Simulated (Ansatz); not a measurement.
The relaxed structure here is a generated cell of InSe: the first start was made by a random draw of sites in a space group, and the end was not matched to a known phase here, so it may be hypothetical. Known forms of InSe include space group No. 194.

A relaxed structure of InSe. These are PBE (plane waves to 420 eV, PAW, scalar-relativistic; Ansatz, a program for electronic structure) values and carry that method's errors.

```xyz
6
Lattice="5.9246 0.0000 0.0000 -2.9623 5.1309 0.0000 0.0000 0.0000 5.8710" Properties=species:S:1:pos:R:3 pbc="T T T"
In     2.9623     0.0000     0.0000
In    -1.4812     2.5654     0.0000
In     1.4812     2.5654     0.0000
Se     2.9623     0.0000     2.9355
Se    -1.4812     2.5654     2.9355
Se     1.4812     2.5654     2.9355
```

**Question.** Determine the symmetry and give the standard cell with its independent sites.

**Answer.** Space group P6/mmm (No. 191); a = b = 5.9246 Å, c = 5.8710 Å, α = β = 90.00°, γ = 120.00°

| atom | site | symmetry | x | y | z |
|---|---|---|---|---|---|
| In | 3f | mmm | 0.0000 | 0.5000 | 0.0000 |
| Se | 3g | mmm | 0.5000 | 0.5000 | 0.5000 |

**Question.** Give the shortest distances between elements (the closest pairs, up to four, under 3.6 Å).

**Answer.** In–Se 2.94 Å; In–In 2.96 Å; Se–Se 2.96 Å.

The volume per atom is 29.75 Å³ and the band gap comes out as zero (metallic).

No spin polarisation in the result. The relaxed primitive cell holds an odd number of electrons. A magnetic state may lie lower.

The run could not lose the symmetry of its start: the end is stationary, and may be a saddle point rather than a minimum.

All atoms sit on sites fixed by symmetry, so only the cell could relax.
